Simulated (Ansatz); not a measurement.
Relaxed WSe$_{2}$ (2H-MoS2 type, space group P6_3/mmc):

```
CELL_PARAMETERS angstrom
      3.29989     0.00000     0.00000
     -1.64994     2.85779     0.00000
      0.00000     0.00000    13.15129
ATOMIC_POSITIONS crystal
  W  0.33333 0.66667 0.25000
  W  0.66667 0.33333 0.75000
  Se 0.33333 0.66667 0.62336
  Se 0.66667 0.33333 0.12336
  Se 0.66667 0.33333 0.37664
  Se 0.33333 0.66667 0.87664
```

Scan: atom 5 (Se, nearest neighbour W at 2.531 Å; its periodic images, 3.3 Å or more away, move with it) is displaced towards the nearest neighbour, direction (-0.652, 0.376, -0.658) in Cartesian axes, by s. The other atoms stay.

Calculation: r2SCAN+rVV10 (plane waves to 500 eV, PAW, scalar-relativistic; Ansatz, a first-principles code). k mesh 9×9×2 (Γ-centred), Fermi-Dirac smearing 0.05 eV. Energies are smeared free energies. Left out: 1 of 11 points, with atoms too close for the PAW data. Spin-orbit coupling is left out, though W is heavy. WSe2 is run without spin polarisation. WSe2 was relaxed with its symmetry unable to fall. ΔE is measured from the undisplaced structure.

```csv
s (Å),ΔE (meV/cell)
-0.510,997
-0.408,700
-0.306,433
-0.204,212
-0.102,59
0.000,0
0.102,73
0.204,328
0.306,835
0.408,1688
```

### Question
What force constant k = d²E/ds² at s = 0 does the table give?

### Answer
13 eV/Å². It is the second difference of the nearest points, corrected with the next pair.

### Question
With k = 12.55 eV/Å² from the forces, is the well harmonic out to s = 0.408 Å?

### Answer
½ks² = 1045 meV/cell against the computed 1688 meV/cell, so the well is stiffer than harmonic there.

(For displaced atoms, the force is minus the slope of the energy, and its curvature is a force constant, which sets phonon frequencies.)
